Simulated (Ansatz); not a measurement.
## Step by step: Re, atom 2 slides by one cell vector b

Level of theory: DFT, PBE, PAW with Ansatz's default frozen-core files, scalar-relativistic (Ansatz 0.2.0).

Command: `ansatz run input.yaml --threads 4 --pin off --max-ram 4096MiB --backend cpu --events-out ev --progress --plain --runs-dir out` The run took 4.2 min on 4 threads of Arm Neoverse N1 (shared host), peak memory 0.91 GiB.

```yaml
crystal:
  lattice:
    - [2.7653363785, 0.0, 0.0]
    - [-1.3826681893, 2.3948515538, 0.0]
    - [0.0, 0.0, 4.47357663]
  atoms:
    - { symbol: Re, position: [0.3333333333, 0.6666666667, 0.25] }
    - { symbol: Re, position: [0.6666666667, 0.3333333333, 0.75] }
kpoints:
  mp_grid: { grid: [9, 9, 5] }
scf:
  occupations: { method: fermi_dirac, width: 0.05 }
hamiltonian:
  xc: pbe
  pseudopotentials: { kind: paw }
output:
  forces: true
neb:
  images: 3
  f_tol: 0.05
  max_iterations: 40
  relax_end_points: true
  final_atoms:
    - { symbol: Re, position: [0.3333333333, 0.6666666667, 0.25] }
    - { symbol: Re, position: [0.6666666667, 1.3333333333, 0.75] }
```

Spin–orbit coupling is left out, though it moves levels of the heavy atoms by tenths of an eV or more.

Structure from Materials Project entry mp-8 (possibly hypothetical).

Energies of the images in meV per cell, from the first image of the last iteration (-21736.1527 eV):

| iteration | image 0 | image 1 | image 2 | image 3 | image 4 |
| --- | --- | --- | --- | --- | --- |
| 0 | 0 | 831 | 1657 | 831 | 0 |
| 1 | 0 | 797 | 458 | 797 | 0 |

**Question.** Give the energy profile of the last iteration and its highest point.

**Answer.** 0, 829, 0, 828, 0 meV; the highest image, number 1, lies 829 meV over the first. All periodic images of the moving atoms move together, so this isn't the barrier of a lone defect. With so few images, further maxima between them can be missed.

**Question.** What are the positions (Å) and forces (eV/Å) of that image?

**Answer.** 
```
Re   -0.0921    1.4974    1.1184    -0.041   0.018   0.000
Re    1.1291    1.4962    3.3552     0.041  -0.018   0.000
```
